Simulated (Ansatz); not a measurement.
**Field gradients of K6MgSb2S8 from run to run**

Cell of run 1: a Materials Project structure (computed, not necessarily an observed phase), taken as it stands.

```xyz
17
Lattice="8.0720 0.0000 0.0000 0.2722 8.2907 0.0000 2.7436 0.2585 8.0309" Properties=species:S:1:pos:R:3 pbc="T T T"
K     7.4241    8.2359    6.0134
K     4.4730    4.0355    2.3621
K     8.6161    5.2682    1.9708
K     3.6871    8.2746    5.6637
K     4.3462    3.8135    6.3230
K     5.8459    0.0667    1.2606
Mg    7.9005    1.8144    3.3223
Sb    8.1881    4.4765    6.0098
Sb    2.3230    0.6005    1.5956
S     5.6062    1.6251    3.9188
S     6.5440    5.5418    4.6681
S     0.3748    1.9574    0.8491
S     9.6018    6.0055    7.1655
S     9.4569    7.9488    3.5086
S     9.6191    3.3110    4.4655
S     2.7011    6.9073    0.2203
S     7.2220    2.9524    7.5403
```

Atom numbers follow the list; atoms alike are taken as one site, whose name carries the number of the first.

All runs are DFT with Ansatz 0.2.0 (plane waves and PAW, scalar-relativistic unless spin–orbit coupling is named, Γ-centred meshes, Fermi–Dirac smearing where given) in this cell.

Run 1: PBE, atoms as given; 420 eV, 5×4×4 k-points, smearing 0.05 eV.
Run 2: r2SCAN, atoms as given; 500 eV, 5×4×4 k-points, smearing 0.05 eV.
Run 3: PBEsol, atoms as given; 420 eV, 5×4×4 k-points, smearing 0.05 eV.

```
run  Sb9 V_zz (η)  S11 V_zz (η)  S12 V_zz (η)  S15 V_zz (η)  S16 V_zz (η)
  1  -24.3 (0.36)   21.6 (0.08)  12.42 (0.42)  17.89 (0.28)  14.11 (0.22)
  2  -26.1 (0.34)   21.7 (0.09)  12.68 (0.40)  17.84 (0.26)  14.33 (0.23)
  3             ?             ?             ?             ?             ?
```

V_zz in 10²¹ V/m²; 5 of the 17 sets of like atoms are followed.

**Question.** Estimate the row of run 3.

**Answer.** Sb9: -23.6 (0.36); S11: 21.3 (0.08); S12: 12.34 (0.41); S15: 17.77 (0.28); S16: 13.93 (0.21). It lies nearest to run 1, from whose tensors on these sites it differs by 0.71 at most (largest principal value of the difference, on Sb9).

Without spin–orbit coupling (the program notes it for Sb) the gradients are little affected as a rule: paired runs on crystals with a gap mostly move them by under 2 % at such atoms. With these PAW files V_zz is typically within 2 to 3 % of all-electron values, but misses above 10 % occur on Sb. In run 2 the atoms aren't at the calculated equilibrium (largest force 0.31 eV/Å).
